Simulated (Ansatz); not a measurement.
## Ti3Al: pressure against volume

Ti3Al, Fm-3m, a = 6.383 Å. The structure is a Materials Project entry; whether it is the stable form wasn't checked. Ansatz: PBEsol, PAW, 420 eV, Γ-centred 12×12×12 mesh on 4 atoms, Gaussian smearing 0.10 eV; collinear spin, largest moment 0.9 μB. Symmetry fixes shape and atoms, so the cell is only scaled; pressure is positive in compression.

| V (Å³/atom) | P (GPa) |
| --- | --- |
| 14.304 | 18.75 |
| 14.791 | 13.00 |
| 15.279 | 8.02 |
| 15.766 | 3.71 |
| 16.254 | -0.01 |
| 16.742 | -3.24 |
| 17.229 | ? |
| 17.880 | -9.16 |

Task: Take V0 = 16.254 Å³/atom, count pressures from its P0 = -0.01 GPa, fit the third-order Birch–Murnaghan form to the other rows, and predict the missing pressure.

Result: With the Eulerian strain f = ½[(V0/V)^(2/3) − 1] and y = (P − P0)/[3f(1 + 2f)^(5/2)], the form is the line y = B0 + 1.5 B0 (B0′ − 4) f. Rows (f, y): 0.04447, 113.6; 0.03245, 114.2; 0.02105, 114.7; 0.01027, 114.8; -0.00976, 115.9; -0.03079, 116.1. Means f = 0.01128, y = 114.88; Σ(Δf)² = 0.003859, ΣΔfΔy = -0.1313; the slope is their ratio. y = 115.3 − 34.04 f GPa, so B0 = 115.3 GPa and B0′ = 4 + 2 × (-34.04)/(3 × 115.3) = 3.80. At V = 17.229, f = -0.01905, y = 115.95 and P = -6.02 GPa. The run gave -6.02 GPa, the same to the digits shown. Note that the largest moment runs from 0.61 to 1.05 μB along the series.

The largest moment runs from 0.61 to 1.05 μB along the series, so B0 and B0′ hold the change of the moment too.